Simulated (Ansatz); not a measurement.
WO3:
Space group P4/nmm, origin choice 1 (No. 129); a = b = 5.3146 Å, c = 3.9348 Å, α = β = γ = 90.00°

| atom | site | symmetry | x | y | z |
|---|---|---|---|---|---|
| W | 2c | 4mm | 0.0000 | 0.5000 | 0.0648 |
| O | 2c | 4mm | 0.5000 | 0.0000 | 0.4896 |
| O | 4d | ..2/m | 0.2500 | 0.2500 | 0.0000 |

Relaxed with PBEsol.

Problem. Give the optical modes at the zone centre with their infrared activity from DFPT, PBEsol (plane waves, PAW; program Ansatz).

Solution. Transverse frequencies, without the LO–TO term; a row sums one degenerate level.

```csv
ω (cm⁻¹),degeneracy,IR ((D/Å)²/amu),activity,symmetry
172i,2,320.81,IR,Eu
42i,1,0.00,IR-inactive,A1u
138,1,0.00,IR-inactive,A1g
242,2,1.90,IR,Eu
243,2,0.00,IR-inactive,Eg
245,1,0.00,IR-inactive,B1u
308,2,2.36,IR,Eu
326,1,16.10,IR,A2u
360,2,0.00,IR-inactive,Eg
452,1,0.00,IR-inactive,B2u
467,1,0.00,IR-inactive,B1u
589,2,221.49,IR,Eu
789,1,0.00,IR-inactive,A1g
790,1,77.85,IR,A2u
1034,1,0.18,IR,A2u
```

Problem. How high does the top mode go among those that the LO–TO term moves?

Solution. 923 cm⁻¹ for q along x, 923 cm⁻¹ for q along y, 1035 cm⁻¹ for q along z.

The workflow started from a Materials Project entry (that database holds measured and hypothetical structures alike); the Crystallography Open Database files this formula in space group No. 129, but the cells were not matched. Whether it is the stable phase at ambient conditions was not checked. The PBEsol relaxation kept the symmetry of its start. At this level the phase is dynamically unstable (imaginary phonons). No spin polarisation was allowed. No Hubbard U is applied. Scalar-relativistic: spin–orbit coupling is off unless named, which matters more the heavier the elements.

Potentials: the earlier of the program's two PAW sets. The files were generated under PBE; for other functionals the program regenerates the frozen cores, and for LDA and PBEsol the local potential too.
